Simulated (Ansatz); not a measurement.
A relaxation computed with Ansatz, from input to last step.

```yaml
crystal:
  lattice:
    - [4.2304800407, 0.0, 0.0]
    - [-2.1152400204, 3.6637031855, 0.0]
    - [0.0, 0.0, 4.5677940639]
  atoms:
    - { symbol: Rb, position: [0.0, 0.0, 0.0] }
    - { symbol: P, position: [0.3333333333, 0.6666666667, 0.5] }
    - { symbol: P, position: [0.6666666667, 0.3333333333, 0.5] }
basis:
  ecutwfc: 420
kpoints:
  mp_grid: { grid: [6, 6, 4] }
hamiltonian:
  xc: pbe
scf:
  occupations: { method: gaussian, width: 0.1 }
  lower_state_search: "off"
output:
  forces: true
  stress: true
  eigenvalues: true
relax:
  adjacent_minimum: "off"
  f_tol: 0.04
  max_steps: 70
  cell: { stress_tol: 0.4 }
```

```bash
ansatz run input.yaml --threads 1 --pin off --max-ram 2560MiB --backend cpu --events-out ev --progress --plain --runs-dir out
```

Level of theory: DFT PBE, scalar-relativistic, plane waves, PAW in Ansatz 0.2.0.

Of 8 frames 7 are shown, positions in Å and forces in eV/Å; the SCF threshold varies from step to step. Steps run on the plane waves of an earlier cell, with a Pulay correction in the pressure. The basis is chosen afresh for the last frame, the zero of the energies, and at times for earlier ones too; energy and pressure step there, also at an unchanged geometry. Here that happened at step 6 (-3 meV/atom, 0.1 GPa); the frames before carry an error of that size.

```xyz
3
Lattice="4.2305 0.0000 0.0000 -2.1152 3.6637 0.0000 0.0000 0.0000 4.5678" Properties=species:S:1:pos:R:3:forces:R:3 pbc="T T T" step=1 free_energy_over_end_meV_per_atom=115.11 pressure_GPa=4.75
Rb    0.0000    0.0000    0.0000    0.0000    0.0000    0.0000
P     0.0000    2.4425    2.2839    0.0000    0.0000    0.0000
P     2.1152    1.2212    2.2839    0.0000    0.0000    0.0000
3
Lattice="4.2448 0.0000 0.0000 -2.1224 3.6761 0.0000 0.0000 0.0000 4.7919" Properties=species:S:1:pos:R:3:forces:R:3 pbc="T T T" step=2 free_energy_over_end_meV_per_atom=54.61 pressure_GPa=2.41
Rb    0.0000    0.0000    0.0000    0.0000    0.0000    0.0000
P     0.0000    2.4507    2.3960    0.0000    0.0000    0.0000
P     2.1224    1.2254    2.3960    0.0000    0.0000    0.0000
3
Lattice="4.2373 0.0000 0.0000 -2.1187 3.6696 0.0000 0.0000 0.0000 5.0148" Properties=species:S:1:pos:R:3:forces:R:3 pbc="T T T" step=3 free_energy_over_end_meV_per_atom=19.14 pressure_GPa=1.05
Rb    0.0000    0.0000    0.0000    0.0000    0.0000    0.0000
P     0.0000    2.4464    2.5074    0.0000    0.0000    0.0000
P     2.1187    1.2232    2.5074    0.0000    0.0000    0.0000
3
Lattice="4.2175 0.0000 0.0000 -2.1087 3.6524 0.0000 0.0000 0.0000 5.2375" Properties=species:S:1:pos:R:3:forces:R:3 pbc="T T T" step=4 free_energy_over_end_meV_per_atom=4.06 pressure_GPa=0.24
Rb    0.0000    0.0000    0.0000    0.0000    0.0000    0.0000
P     0.0000    2.4350    2.6187    0.0000    0.0000    0.0000
P     2.1087    1.2175    2.6187    0.0000    0.0000    0.0000
3
Lattice="4.2121 0.0000 0.0000 -2.1060 3.6478 0.0000 0.0000 0.0000 5.3003" Properties=species:S:1:pos:R:3:forces:R:3 pbc="T T T" step=5 free_energy_over_end_meV_per_atom=3.28 pressure_GPa=0.04
Rb    0.0000    0.0000    0.0000    0.0000    0.0000    0.0000
P     0.0000    2.4318    2.6501    0.0000    0.0000    0.0000
P     2.1060    1.2159    2.6501    0.0000    0.0000    0.0000
3
Lattice="4.2121 0.0000 0.0000 -2.1060 3.6478 0.0000 0.0000 0.0000 5.3003" Properties=species:S:1:pos:R:3:forces:R:3 pbc="T T T" step=6 free_energy_over_end_meV_per_atom=0.25 pressure_GPa=0.19
Rb    0.0000    0.0000    0.0000    0.0000    0.0000    0.0000
P     0.0000    2.4318    2.6501    0.0000    0.0000    0.0000
P     2.1060    1.2159    2.6501    0.0000    0.0000    0.0000
3
Lattice="4.2134 0.0000 0.0000 -2.1067 3.6489 0.0000 0.0000 0.0000 5.3328" Properties=species:S:1:pos:R:3:forces:R:3 pbc="T T T" step=8 free_energy_over_end_meV_per_atom=0.00 pressure_GPa=0.03
Rb    0.0000    0.0000    0.0000    0.0000    0.0000    0.0000
P     0.0000    2.4326    2.6664    0.0000    0.0000    0.0000
P     2.1067    1.2163    2.6664    0.0000    0.0000    0.0000
```

The start puts this composition into another compound's structure type, which needn't suit it. At the end the space group is P6/mmm (tolerance 0.05 Å).

The run took 13 s on 1 thread of Arm Neoverse V1, with other jobs on the host, peak memory 0.32 GiB.

The k mesh is coarse.